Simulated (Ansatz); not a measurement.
## La: from a starting cell to a relaxed one

The start is a relaxed La cell displaced along its unstable phonon at q = (½, ½, 0) of its primitive reciprocal cell (49i cm⁻¹), largest move 0.15 Å. The structure is fully relaxed (lattice and positions, P = 0) with PBE (plane waves to 420 eV, PAW, scalar-relativistic; Ansatz, an electronic-structure program). First-step values are on the input's coarse k-mesh.

Ansatz input (later rounds restart from its end on a renewed k-mesh):
Ansatz 0.2 input:
```yaml
crystal:
  lattice:
    - [-4.445296732, 4.445296732, 3.7484516396]
    - [0, 0, 3.7484516396]
    - [2.222648366, 2.222648366, -1.8742258198]
  atoms:
    - { symbol: La, position: [0, -0.0238602783, -0.0477205566] }
    - { symbol: La, position: [0.5, 0.0238602783, 0.0477205566] }
basis: { ecutwfc: 420, ecutrho_ratio: 4, xc_grid: 2, fft_grid_basis: typed }
kpoints: { mp_grid: { grid: [11, 11, 11] } }
hamiltonian:
  xc: pbe
  dispersion: none
  pseudopotentials: { azcp: { folder: ./paw }, kind: paw }
scf: { occupations: { method: fermi_dirac, width: 0.05 } }
relax: { f_tol: 0.01, max_steps: 100, cell: { stress_tol: 0.02 } }
output: { forces: true, stress: true }
```

- Largest initial force = 0.15 eV/Å, on La1, La2 (atoms numbered as listed)
- Volume change = +1.6 %, from 37.04 to 37.61 Å³/atom
- Relative to the parent = It does not go back: it reaches P6₃/mmc (No. 194), AFLOW prototype A_hP2_194_c (A3, as in Mg), 0.06 eV/atom below the parent
- Optimiser moves = 7

Final structure:

```cif
data_La2
_chemical_formula_sum 'La2'
_space_group_name_H-M_alt 'P63/mmc'
_space_group_IT_number 194
_space_group_name_Hall '-P 6c 2c'
_cell_length_a 3.76795
_cell_length_b 3.76795
_cell_length_c 6.11826
_cell_angle_alpha 90.000
_cell_angle_beta 90.000
_cell_angle_gamma 120.000
loop_
_atom_site_label
_atom_site_type_symbol
_atom_site_symmetry_multiplicity
_atom_site_Wyckoff_symbol
_atom_site_fract_x
_atom_site_fract_y
_atom_site_fract_z
_atom_site_occupancy
La1 La 2 d 0.66667 0.33333 0.25000 1
```

Final values are on a 14×14×8 k-mesh of the relaxed cell. No spin polarisation in the result.

The run could not lose the symmetry of its start.

Of the parent cell (I4/mmm (No. 139)): it is a generated cell of La: the first start was made by placing the elements on the sites of a structure type, and the end was not matched to a known phase here, so it may be hypothetical. Known forms of La include space group No. 194.
